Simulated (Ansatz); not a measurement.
# Ba: trigonal deformation path

The calculation used DFT PBEsol, scalar-relativistic, plane waves, PAW in Ansatz. Cutoff 420 eV, Γ-centred 14×14×14 k-points, Gaussian smearing of 0.15 eV. No spin polarisation. Energies are free energies at this smearing, counted from the undisturbed cell; pressure is positive in compression.

The starting cell (as given, not relaxed at this level; it stands at -0.6 GPa; this simple cubic form isn't the usual structure):

```xyz
1
Lattice="3.9177 0.0000 0.0000 0.0000 3.9177 0.0000 0.0000 0.0000 3.9177" Properties=species:S:1:pos:R:3 pbc="T T T"
Ba    0.0000    0.0000    0.0000
```

At fixed volume and fractional coordinates, lengths along (0.577, 0.577, 0.577) are scaled against those across it; ρ is that ratio over its starting value. The cell is metallic on the mesh throughout. At ρ = 0.500 the cell becomes cubic (Im-3m); At ρ = 2.000 the cell becomes cubic (Fm-3m), and there the slope of the energy vanishes by symmetry.

```
    ρ  ΔE (meV/atom)
0.500         -302.6
0.600         -232.5
0.710         -120.1
0.850          -30.5
1.000            0.0
1.200          -36.3
1.410         -110.3
1.700         -232.4
2.000         -288.2
```

Question: Predict the pressure (GPa) at each point.

Answer:
| ρ | pressure (GPa) |
| --- | --- |
| 0.500 | -0.3 |
| 0.600 | -0.3 |
| 0.710 | -0.4 |
| 0.850 | -0.5 |
| 1.000 | -0.6 |
| 1.200 | -0.4 |
| 1.410 | -0.2 |
| 1.700 | -0.2 |
| 2.000 | -0.2 |